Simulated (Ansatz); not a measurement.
Geometry optimisation in Ansatz: input, command and trajectory.

```yaml
crystal:
  lattice:
    - [3.1531044077, 1.8204456786, 5.1303155098]
    - [-3.1531044077, 1.8204456786, 5.1303155098]
    - [0.0, -3.6408913571, 5.1303155098]
  atoms:
    - { symbol: Ti, position: [0.2498783865, 0.7671852256, 0.2498783865] }
    - { symbol: Ti, position: [0.2498783865, 0.2498783865, 0.7671852256] }
    - { symbol: Ti, position: [0.7671852256, 0.2498783865, 0.2498783865] }
    - { symbol: Ti, position: [0.2328147744, 0.7501216135, 0.7501216135] }
    - { symbol: Ti, position: [0.7501216135, 0.2328147744, 0.7501216135] }
    - { symbol: Ti, position: [0.7501216135, 0.7501216135, 0.2328147744] }
    - { symbol: Ti, position: [0.2422142079, 0.2422142079, 0.2422142079] }
    - { symbol: Ti, position: [0.7577857921, 0.7577857921, 0.7577857921] }
    - { symbol: C, position: [0.0, 0.0, 0.5] }
    - { symbol: C, position: [0.5, 0.0, 0.0] }
    - { symbol: C, position: [0.0, 0.5, 0.0] }
    - { symbol: C, position: [0.5, 0.5, 0.5] }
    - { symbol: C, position: [0.0, 0.0, 0.0] }
basis:
  ecutwfc: 500
kpoints:
  mp_grid: { grid: [6, 6, 6] }
hamiltonian:
  xc: r2scan
scf:
  occupations: { method: gaussian, width: 0.1 }
output:
  forces: true
  stress: true
  eigenvalues: true
relax:
  adjacent_minimum: "off"
  f_tol: 0.01
  max_steps: 30
  cell: { stress_tol: 0.1, fix: [volume] }
```

```bash
ansatz run input.yaml --threads 4 --pin off --max-ram 10240MiB --backend cpu --events-out ev --progress --plain --runs-dir out
```

Theory: Ansatz, DFT r2SCAN, scalar-relativistic, plane waves, PAW.

The volume is held at 1.1 times that of the relaxed cell.

Of 6 frames 5 are shown, positions in Å and forces in eV/Å; the SCF threshold varies from step to step. Steps run on the plane waves of an earlier cell, with a Pulay correction in the pressure. The basis is chosen afresh for the last frame, the zero of the energies, and at times for earlier ones too; energy and pressure can step there, also at an unchanged geometry. Where two frames share a geometry here, they differ by under 2 meV/atom and 0.3 GPa.

```xyz
13
Lattice="3.1531 1.8204 5.1303 -3.1531 1.8204 5.1303 0.0000 -3.6409 5.1303" Properties=species:S:1:pos:R:3:forces:R:3 pbc="T T T" step=1 free_energy_over_end_meV_per_atom=1.89 pressure_GPa=-15.02
Ti   -1.6311    0.9417    6.4998   -0.1636    0.0945    0.2617
Ti    0.0000   -1.8835    6.4998    0.0000   -0.1890    0.2617
Ti    1.6311    0.9417    6.4998    0.1636    0.0945    0.2617
Ti   -1.6311   -0.9417    8.8911   -0.1636   -0.0945   -0.2617
Ti    1.6311   -0.9417    8.8911    0.1636   -0.0945   -0.2617
Ti    0.0000    1.8835    8.8911    0.0000    0.1890   -0.2617
Ti    0.0000    0.0000    3.7279    0.0000    0.0000   -0.4093
Ti    0.0000    0.0000   11.6630    0.0000    0.0000    0.4093
C     0.0000   -1.8204    2.5652    0.0000    0.0000    0.0000
C     1.5766    0.9102    2.5652    0.0000    0.0000    0.0000
C    -1.5766    0.9102    2.5652    0.0000    0.0000    0.0000
C     0.0000    0.0000    7.6955    0.0000    0.0000    0.0000
C     0.0000    0.0000    0.0000    0.0000    0.0000    0.0000
13
Lattice="3.1463 1.8165 5.1525 -3.1463 1.8165 5.1525 0.0000 -3.6331 5.1525" Properties=species:S:1:pos:R:3:forces:R:3 pbc="T T T" step=2 free_energy_over_end_meV_per_atom=0.33 pressure_GPa=-13.30
Ti   -1.6384    0.9459    6.5459    0.0897   -0.0518   -0.0850
Ti    0.0000   -1.8919    6.5459    0.0000    0.1036   -0.0850
Ti    1.6384    0.9459    6.5459   -0.0897   -0.0518   -0.0850
Ti   -1.6384   -0.9459    8.9115    0.0897    0.0518    0.0850
Ti    1.6384   -0.9459    8.9115   -0.0897    0.0518    0.0850
Ti    0.0000    1.8919    8.9115    0.0000   -0.1036    0.0850
Ti    0.0000    0.0000    3.7128    0.0000    0.0000    0.1787
Ti    0.0000    0.0000   11.7446    0.0000    0.0000   -0.1787
C     0.0000   -1.8165    2.5762    0.0000    0.0000    0.0000
C     1.5732    0.9083    2.5762    0.0000    0.0000    0.0000
C    -1.5732    0.9083    2.5762    0.0000    0.0000    0.0000
C     0.0000    0.0000    7.7287    0.0000    0.0000    0.0000
C     0.0000    0.0000    0.0000    0.0000    0.0000    0.0000
13
Lattice="3.1491 1.8181 5.1433 -3.1491 1.8181 5.1433 0.0000 -3.6363 5.1433" Properties=species:S:1:pos:R:3:forces:R:3 pbc="T T T" step=3 free_energy_over_end_meV_per_atom=0.00 pressure_GPa=-13.83
Ti   -1.6362    0.9446    6.5297    0.0017   -0.0010    0.0021
Ti    0.0000   -1.8893    6.5297    0.0000    0.0019    0.0021
Ti    1.6362    0.9446    6.5297   -0.0017   -0.0010    0.0021
Ti   -1.6362   -0.9446    8.9002    0.0017    0.0010   -0.0021
Ti    1.6362   -0.9446    8.9002   -0.0017    0.0010   -0.0021
Ti    0.0000    1.8893    8.9002    0.0000   -0.0019   -0.0021
Ti    0.0000    0.0000    3.7157    0.0000    0.0000    0.0058
Ti    0.0000    0.0000   11.7141    0.0000    0.0000   -0.0058
C     0.0000   -1.8181    2.5716    0.0000    0.0000    0.0000
C     1.5746    0.9091    2.5716    0.0000    0.0000    0.0000
C    -1.5746    0.9091    2.5716    0.0000    0.0000    0.0000
C     0.0000    0.0000    7.7149    0.0000    0.0000    0.0000
C     0.0000    0.0000    0.0000    0.0000    0.0000    0.0000
13
Lattice="3.1491 1.8181 5.1433 -3.1491 1.8181 5.1433 0.0000 -3.6363 5.1433" Properties=species:S:1:pos:R:3:forces:R:3 pbc="T T T" step=4 free_energy_over_end_meV_per_atom=0.00 pressure_GPa=-13.83
Ti   -1.6362    0.9446    6.5297    0.0015   -0.0009    0.0023
Ti    0.0000   -1.8893    6.5297    0.0000    0.0018    0.0023
Ti    1.6362    0.9446    6.5297   -0.0015   -0.0009    0.0023
Ti   -1.6362   -0.9446    8.9002    0.0015    0.0009   -0.0023
Ti    1.6362   -0.9446    8.9002   -0.0015    0.0009   -0.0023
Ti    0.0000    1.8893    8.9002    0.0000   -0.0018   -0.0023
Ti    0.0000    0.0000    3.7157    0.0000    0.0000    0.0055
Ti    0.0000    0.0000   11.7141    0.0000    0.0000   -0.0055
C     0.0000   -1.8181    2.5716    0.0000    0.0000    0.0000
C     1.5746    0.9091    2.5716    0.0000    0.0000    0.0000
C    -1.5746    0.9091    2.5716    0.0000    0.0000    0.0000
C     0.0000    0.0000    7.7149    0.0000    0.0000    0.0000
C     0.0000    0.0000    0.0000    0.0000    0.0000    0.0000
13
Lattice="3.1484 1.8177 5.1458 -3.1484 1.8177 5.1458 0.0000 -3.6354 5.1458" Properties=species:S:1:pos:R:3:forces:R:3 pbc="T T T" step=6 free_energy_over_end_meV_per_atom=0.00 pressure_GPa=-13.82
Ti   -1.6356    0.9443    6.5333   -0.0011    0.0007   -0.0018
Ti    0.0000   -1.8886    6.5333    0.0000   -0.0013   -0.0018
Ti    1.6356    0.9443    6.5333    0.0011    0.0007   -0.0018
Ti   -1.6356   -0.9443    8.9040   -0.0011   -0.0007    0.0018
Ti    1.6356   -0.9443    8.9040    0.0011   -0.0007    0.0018
Ti    0.0000    1.8886    8.9040    0.0000    0.0013    0.0018
Ti    0.0000    0.0000    3.7178    0.0000    0.0000   -0.0025
Ti    0.0000    0.0000   11.7195    0.0000    0.0000    0.0025
C     0.0000   -1.8177    2.5729    0.0000    0.0000    0.0000
C     1.5742    0.9089    2.5729    0.0000    0.0000    0.0000
C    -1.5742    0.9089    2.5729    0.0000    0.0000    0.0000
C     0.0000    0.0000    7.7186    0.0000    0.0000    0.0000
C     0.0000    0.0000    0.0000    0.0000    0.0000    0.0000
```

The run took 3.9 min on 4 threads of AMD EPYC (Zen 3) (shared host), peak memory 1.4 GiB.